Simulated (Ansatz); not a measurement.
BeMo₂:
```
CELL_PARAMETERS angstrom
      0.00000     3.60581     3.60581
      3.60581     0.00000     3.60581
      3.60581     3.60581     0.00000
ATOMIC_POSITIONS crystal
  Mo 0.62500 0.62500 0.62500
  Mo 0.12500 0.62500 0.62500
  Mo 0.62500 0.12500 0.62500
  Mo 0.62500 0.62500 0.12500
  Be 0.25000 0.25000 0.25000
  Be 0.00000 0.00000 0.00000
```

Relaxed with r²SCAN. Special points in fractions of this cell's reciprocal vectors: Γ (0.000, 0.000, 0.000); X (0.500, 0.000, 0.500); U (0.625, 0.250, 0.625); K (0.375, 0.375, 0.750); L (0.500, 0.500, 0.500); W (0.500, 0.250, 0.750).

Task: List the band energies nearest the Fermi level at these points for the program Ansatz at the r²SCAN with spin–orbit coupling level (PAW).

Result: In eV from the Fermi level; about four levels below and three above (degenerate sets whole), none deeper than 8.9 eV; … stands for higher levels left out; points with the same levels are listed once.

```csv
k,below,above
Γ,-3.20 -3.20 -3.20 -3.20,1.31 1.31 1.33 1.33
X,-0.11 -0.11 -0.11 -0.11,…
U,-1.05 -1.05 -0.33 -0.33,0.48 0.48 0.60 0.60
L,-0.15 -0.15 -0.10 -0.10,2.07 2.07 2.17 2.17
W,-1.16 -1.16 -1.10 -1.10,0.12 0.12 0.16 0.16
```

Space group Fd-3m (cubic Laves (MgCu2 type)). The cell is a constructed one: a structure type filled with these elements; neither database checked (COD, Materials Project) lists it. Its standing as an ambient phase is unchecked. The cell was relaxed with r²SCAN under the symmetry of its start; whether a distortion lowers the energy is not shown. No spin polarisation was allowed.

Potentials: the earlier of the program's two PAW sets.
